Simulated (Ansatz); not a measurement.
Task: C in space group Fd-3m (No. 227; C on 32e) is relaxed with PBEsol in the plane-wave PAW code Ansatz. What lattice parameters of the conventional cell result?

Result: a = 7.490 Å.

Task: Give the free coordinates with the occupied sites.

Result: In one choice of origin and axes:

```csv
atom,site,symmetry,x,y,z
C,32e,.3m,0.0705,0.0705,0.0705
```

Task: Is it a metal or does it have a gap at this level?

Result: A gap of 2.25 eV, direct.

The start of the workflow was typed in or built on a structure type. Its sites differ from those of the usual phase in this space group: another stacking or structure type. The cell was relaxed with PBEsol under the symmetry of its start; its stability against distortions is not shown here.

Potentials: the earlier of the program's two PAW sets. The files were generated under PBE; for other functionals the program regenerates the frozen cores, and for LDA and PBEsol the local potential too.
